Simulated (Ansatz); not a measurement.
A relaxed cell of Al2Ni is given with its symmetry left out. The cell was found from a structure generator's guess, not taken from experiment.

All numbers below come from DFT PBE, scalar-relativistic, plane waves, PAW in Ansatz. Cutoff 420 eV, Γ-centred mesh, Gaussian smearing, no spin polarisation.

```
CELL_PARAMETERS angstrom
2.80922 0.00000 0.00000
-1.40461 2.43286 0.00000
0.00000 0.00000 6.09608
ATOMIC_POSITIONS crystal
Al 0.33333 0.66667 0.69229
Al 0.66667 0.33333 0.30771
Ni 0.00000 0.00000 0.00000
```

Energies over the elements count from the elements' standard structures at the same level, with no fitted energy shifts.

Problem. Find its symmetry and describe it.

Solution. P-3m1 (No. 164), with Al and Ni ordered on fcc sites. Conventional cell: a = 2.809 Å, c = 6.096 Å. Al has 3 Ni at 2.48 Å and 9 Al at 2.81–2.85 Å; Ni is surrounded by 6 Al at 2.48 Å and 6 Ni at 2.81 Å.

Problem. What is its formation energy per atom?

Solution. −0.30 eV/atom. Whether it is stable depends on the other phases of the system, which aren't compared here.

Problem. Is it a metal?

Solution. Yes, bands cross the Fermi level on the 18×18×8 mesh.

The last run used an 18×18×8 mesh (in the run's order of axes) for its 3-atom cell and Gaussian smearing of 0.10 eV. Trial moments died out on the coarse mesh, so the last step has no spin; another magnetic start might hold. Symmetry constrained the relaxation, so the result can be a saddle point.
